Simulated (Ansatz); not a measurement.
ZrC (rock salt) is sheared across one {100} plane: the third cell vector gains the shift, so faults repeat every 7.1 Å. The cut lies between planes 2.35 Å apart; the cell height is held.

```
CELL_PARAMETERS angstrom
      3.32958     0.00000     0.00000
      0.00000     3.32958     0.00000
      1.66479     1.66479     7.06311
ATOMIC_POSITIONS crystal
  C  0.00000 0.00000 0.83333
  C  0.33333 0.33333 0.16667
  C  0.66667 0.66667 0.50000
  Zr 0.83333 0.83333 0.16667
  Zr 0.16667 0.16667 0.50000
  Zr 0.50000 0.50000 0.83333
```

In-plane vectors a = (3.330, 0.000) Å, b = (0.000, 3.330) Å, area 11.09 Å². The shift is x·a + y·b, and the map repeats with period 1 in x and y. The shift is rigid: no atom relaxes. γ = [E(shift) − E(0)] / area.

Method: PBE (plane waves to 420 eV, PAW, scalar-relativistic; Ansatz, a first-principles code). k mesh 12×12×12 (Γ-centred), Fermi-Dirac smearing 0.05 eV. Energies are extrapolated to zero smearing. Points where atoms come too close for the PAW data are left out (x in tables, blank in figures). With partly filled bands, the k mesh leaves noise in γ, roughly 0.02 J/m² as judged from a few cases. Faults lie only 7.1 Å apart, and holding the cell height and the atoms raises γ above its relaxed value. ZrC is run without spin polarisation. ZrC was relaxed with its symmetry unable to fall. The last digit holds for this mesh only.

Changes of γ (meV/Å²) from the point x = 0.000, y = 0.000 when one coordinate moves alone (two changes are said to add if the coupling is within 5 % of the smaller one, nearly so within 20 %):

| point | change |
|---|---|
| x = 0.167, y = 0.000 | 61.2 |
| x = 0.333, y = 0.000 | 166.2 |
| x = 0.500, y = 0.000 | 208.7 |
| x = 0.667, y = 0.000 | 166.2 |
| x = 0.833, y = 0.000 | 61.2 |
| x = 0.000, y = 0.167 | 61.2 |
| x = 0.000, y = 0.333 | 166.2 |
| x = 0.000, y = 0.500 | 208.7 |
| x = 0.000, y = 0.667 | 166.2 |
| x = 0.000, y = 0.833 | 61.2 |

Q: Do the two effects add at x = 0.833, y = 0.333? Give the computed change.

A: The sum of the single changes is 61.2 + (166.2) = 227.4; the calculation gives 213.9, so the coupling contributes -13.5 (over 20 % of the smaller single change, not additive).

Q: Do the two effects add at x = 0.167, y = 0.167? Give the computed change.

A: The sum of the single changes is 61.2 + (61.2) = 122.4; the calculation gives 115.3, so the coupling contributes -7.1 (under 20 % of the smaller single change, nearly additive).

(The slope of γ gives the shear force per area between the displaced halves; near zero shift its curvature is an elastic stiffness.)
